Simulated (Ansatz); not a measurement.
## Structure search: one Li₃Ga₂Sb₃ candidate

The calculation used DFT PBE, scalar-relativistic, plane waves, PAW (Ansatz 0.2.0). Cutoff 420 eV, Gaussian smearing, Γ-centred meshes. Cell and atoms relax first on a coarse mesh and then on a finer one. In between, the cell is made exact in the group found at 0.06 Å. In metals the finer mesh still leaves noise of several meV/atom or more. The steps can't lower the symmetry of their start. No spin polarisation.

The cell of Li₃Ga₂Sb₃ is invented: random cell by space group and Wyckoff sites (P4mm, No. 99). Lengths were set from tabulated atomic sizes, so they are only a guess.

Space group P4mm (No. 99). a = 4.582 Å, b = 4.582 Å, c = 8.221 Å, α = 90.00°, β = 90.00°, γ = 90.00°
| atom | site | symmetry | x | y | z |
| --- | --- | --- | --- | --- | --- |
| Li | 2c | 2mm. | 0.0000 | 0.5000 | 0.6395 |
| Li | 1a | 4mm | 0.0000 | 0.0000 | 0.1917 |
| Ga | 2c | 2mm. | 0.0000 | 0.5000 | 0.2281 |
| Sb | 1a | 4mm | 0.0000 | 0.0000 | 0.5613 |
| Sb | 2c | 2mm. | 0.0000 | 0.5000 | 0.9605 |

Formation energies are uncorrected and refer to the elements' standard structures at the same level.

Question: Where does the relaxation end?

Answer: The symmetry stays P4mm (No. 99). The volume per atom grows by 23.0 %, from 21.6 to 26.5 Å³. The shortest distance goes from 2.20 Å (Ga–Sb) to 2.68 Å (Li–Ga). The ratio c/a of the conventional cell changes by a factor of 0.88. The energy falls by about 0.59 eV/atom (the start's value is from the coarse mesh). Conventional cell: a = 5.115 Å, c = 8.116 Å. Li on a site of symmetry 2mm has 1 Ga at 2.68 Å, 1 Sb at 2.73 Å and 2 Sb at 2.95 Å; around Li on a site of symmetry 4mm lie 5 Sb at 2.79 Å and 4 Ga at 3.01 Å; Ga has 1 Li at 2.68 Å, 3 Sb at 2.71–2.83 Å and 2 Li at 3.01 Å; Sb on a site of symmetry 4mm has 5 Li at 2.79–2.95 Å and 4 Ga at 2.83 Å; Sb on a site of symmetry 2mm is surrounded by 1 Ga at 2.71 Å and 3 Li at 2.73–2.79 Å.

```
Li Ga Sb
1.0
     5.11462    0.00000    0.00000
     0.00000    5.11462    0.00000
     0.00000    0.00000    8.11570
Li Ga Sb
3 2 3
Direct
  0.00000 0.50000 0.63793
  0.50000 0.00000 0.63793
  0.00000 0.00000 0.11219
  0.00000 0.50000 0.30783
  0.50000 0.00000 0.30783
  0.00000 0.00000 0.45645
  0.00000 0.50000 0.97452
  0.50000 0.00000 0.97452
```

Question: Give its energy and gap.

Answer: The energy over the elements is −0.06 eV/atom and the gap on the 8×8×6 mesh of the 8-atom cell is 0 eV (a metal).

Whether it is stable depends on the other phases of the system, which aren't compared here.

The last run used Gaussian smearing of 0.10 eV. Spin–orbit coupling, which can matter for Sb, is left out. A structure relaxed within its symmetry needn't be a true minimum.
